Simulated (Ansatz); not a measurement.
Relaxed SiC (wurtzite):

```
SiC
1.0
    3.09195     0.00000     0.00000
   -1.54598     2.67771     0.00000
    0.00000     0.00000     5.07427
Si C
2 2
Direct
  0.66667   0.33333   0.00052
  0.33333   0.66667   0.50052
  0.66667   0.33333   0.62468
  0.33333   0.66667   0.12468
```

In each cell atom 4 (C, nearest neighbour Si at 1.893 Å; its periodic images, 3.1 Å or more away, move with it) moves by s·(0.000, 0.943, -0.333) (towards the nearest neighbour), the rest being held.

Method: PBE (plane waves to 420 eV, PAW, scalar-relativistic; Ansatz, a program for electronic structure). k mesh 10×10×5 (Γ-centred), Fermi-Dirac smearing 0.05 eV. The energy includes the smearing's −TS. Stress and pressure are positive under compression. Left out: 1 of 11 points, with atoms too close for the PAW data. F∥ is the force on the atom along that direction. F⊥ is the part of the force across the line. SiC was relaxed with its symmetry unable to fall. The zero of ΔE is the undisplaced structure.

```csv
s (Å),ΔE (meV/cell),P (GPa),F∥ (eV/Å),|F⊥| (eV/Å)
-0.570,1394,7.4,2.840,0.962
-0.456,1054,6.0,3.084,0.717
-0.342,700,4.1,3.086,0.507
-0.228,366,2.2,2.694,0.326
-0.114,107,0.7,1.732,0.162
0.000,0,0.0,0.000,0.000
0.114,146,1.0,-2.757,0.173
0.228,682,4.6,-6.936,0.368
0.342,1807,12.1,-13.235,0.600
0.456,3827,25.4,-22.900,0.884
```

Derived quantities:

| Item | Result |
|---|---|
| Energy at s = 0.456 Å | 3827 meV/cell |
| Force along the line at s = -0.570 Å | 2.84 eV/Å |
| Symmetry of the curve | not even: the positive side lies higher at ±0.456 Å |
| Shape of the curve | a single well with its minimum at or next to zero displacement |
| Force constant k = d²E/ds² at s = 0 (finite differences) | 19.2 eV/Å² |
| Harmonic estimate at the end of the scan | ½ks² = 1997 meV/cell against the computed 3827 meV/cell, so the well is stiffer than harmonic there |

(A displaced cell: forces are minus the slopes of the energy, force constants its curvatures, and phonons follow from these.)
